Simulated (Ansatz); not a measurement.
**Stress against strain in Ti**

```
CELL_PARAMETERS angstrom
0.00000 2.03000 2.03000
2.03000 0.00000 2.03000
2.03000 2.03000 0.00000
ATOMIC_POSITIONS crystal
Ti 0.00000 0.00000 0.00000
```

The conventional cell has a = 4.060 Å, b = 4.060 Å, c = 4.060 Å, α = 90.00°, β = 90.00°, γ = 90.00°. Ti (atom 1) is surrounded by 12 Ti at 2.87 Å.

The geometry is COD entry 1534878, unchecked; take it as a test cell.

The calculation used DFT, LDA, all-electron LAPW, scalar-relativistic (Ansatz 0.2.0).

The runs use a Γ-centred 15×15×15 k mesh, Fermi–Dirac smearing of 0.05 eV, basis error target 0.25 meV/atom, no spin polarisation.

The strain is applied along the Cartesian axes of the cell as listed (γ is the engineering shear, twice εxy = εyz = εzx). Fractional coordinates are held (clamped ions).

σ is the change of stress from the unstrained cell, which is at -4.82 GPa; tension is positive, so slopes are stress–strain coefficients at that pressure. In a metal the k mesh adds noise.

Only quantities that a quadratic follows smoothly over the whole series are listed; rougher ones are left out.

| γ | σxy (GPa) |
| --- | --- |
| -0.0300 | -1.63 |
| -0.0200 | -1.03 |
| -0.0100 | -0.50 |
| 0.0000 | 0.00 |
| 0.0100 | 0.49 |
| 0.0300 | 1.51 |

(1) Fit the series and read off the stiffness at zero strain.

(2) One run, at γ = 0.0200, is withheld. Predict its row.

Results:

(1) Least-squares fits y = p0 + p1 x + p2 x² to the rows give σxy (GPa): p1 = 51.8, p2 = -68. So C44 (clamped ions) = 52 GPa.

(2) The fits give 1.02; the run gave 1.00.
